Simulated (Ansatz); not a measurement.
A geometry of W away from equilibrium: step 3 of the relaxation of a relaxed W cell, doubled along one cell vector, shaken by Gaussian noise of σ = 0.08 Å a coordinate. Calculation: PBEsol (plane waves to 420 eV, PAW, scalar-relativistic; Ansatz, a program for electronic structure). Γ-centred k-mesh 8×4×8 on the run's cell (coarser than for final values), Fermi–Dirac smearing 0.05 eV. The plane waves were selected for a different cell earlier on the path.

```yaml
crystal:
  lattice:
    - [0.00955, 3.61042, 3.64945]
    - [7.29976, 0.03656, 7.28145]
    - [3.66013, 3.61195, 0.00803]
  atoms:
    - { symbol: W, position: [0.63631, 0.29545, 0.64257] }
    - { symbol: W, position: [0.59762, 0.79055, 0.68962] }
    - { symbol: W, position: [0.65794, 0.30369, 0.12538] }
    - { symbol: W, position: [0.70820, 0.80770, 0.12351] }
    - { symbol: W, position: [0.57173, 0.05869, 0.65180] }
    - { symbol: W, position: [0.56498, 0.56318, 0.63809] }
    - { symbol: W, position: [0.11562, 0.34024, 0.58135] }
    - { symbol: W, position: [0.11902, 0.84834, 0.53795] }
```

Task: Give the Cartesian forces on all atoms (eV/Å).

Result: 
```
atom     Fx     Fy     Fz
----  -----  -----  -----
W1    -0.16   0.57  -0.61
W2     0.23   0.78  -0.32
W3    -0.39   0.55   0.43
W4    -0.29   0.94   0.29
W5     0.61  -1.07  -0.92
W6     0.31  -1.06  -0.54
W7     0.19  -0.36   1.00
W8    -0.50  -0.35   0.68
```

The path ends in Im-3m (No. 229) (bcc (W type)). No spin polarisation in the result.

Of the parent cell (Fd-3m (No. 227)): it is a generated cell of W: the first start was made by a random draw of sites in a space group, and the end was not matched to a known phase here, so it may be hypothetical. Known forms of W include space group No. 229.
